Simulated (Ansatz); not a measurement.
YCo₃B₂:
```cif
data_B2Co3Y
_chemical_formula_sum 'Co3 Y1 B2'
_space_group_name_H-M_alt 'P 1'
_space_group_IT_number 1
_cell_length_a 5.03011
_cell_length_b 5.03011
_cell_length_c 2.93252
_cell_angle_alpha 90.000
_cell_angle_beta 90.000
_cell_angle_gamma 120.000
loop_
_space_group_symop_operation_xyz
  'x, y, z'
loop_
_atom_site_label
_atom_site_type_symbol
_atom_site_fract_x
_atom_site_fract_y
_atom_site_fract_z
_atom_site_occupancy
Co1 Co 0.50000 0.00000 0.50000 1
Co2 Co 0.50000 0.50000 0.50000 1
Co3 Co 0.00000 0.50000 0.50000 1
Y1 Y 0.00000 0.00000 0.00000 1
B1 B 0.33333 0.66667 0.00000 1
B2 B 0.66667 0.33333 0.00000 1
```
Starting moments (μB, in the order of the atoms Co Co Co Y B B): 0.4 0.4 0.4 -0.2 0.0 0.0.

Relaxed with r²SCAN.

### Question
Tabulate the valence density and the electron localisation function along the shortest Y–B contact (2.90 Å), r²SCAN (plane waves, PAW; program Ansatz).

### Answer


```
distance from Y (Å)  density (e/Å³)   ELF
-------------------  --------------  ----
0.29                           3.68  0.65
0.44                           3.56  0.81
0.58                           2.79  0.85
0.73                           1.79  0.83
0.87                           0.97  0.70
1.02                           0.48  0.36
1.16                           0.26  0.11
1.31                           0.18  0.07
1.45                           0.17  0.11
1.60                           0.19  0.26
1.74                           0.24  0.43
1.89                           0.30  0.56
2.03                           0.39  0.62
2.18                           0.50  0.61
2.32                           0.60  0.48
2.47                           0.62  0.25
2.61                           0.51  0.05
```

The density is the valence pseudo-density with augmentation charge, so density and ELF within about 1 Å of a nucleus are not all-electron values.

Space group P6/mmm. The workflow started from an entry of the Crystallography Open Database (COD). Its standing as an ambient phase is unchecked. The cell was relaxed with r²SCAN under the symmetry of its start, as lowered by the spin order; its stability against distortions is not shown here. Spin order of the final state: ferrimagnetic, the only order run, not a proven ground state. The program gave a warning on the electronic state, which may not be the lowest. For itinerant 3d metals, meta-GGAs of the SCAN family and hybrids are commonly reported to give too large moments.

Potentials: the later of the program's two PAW sets.
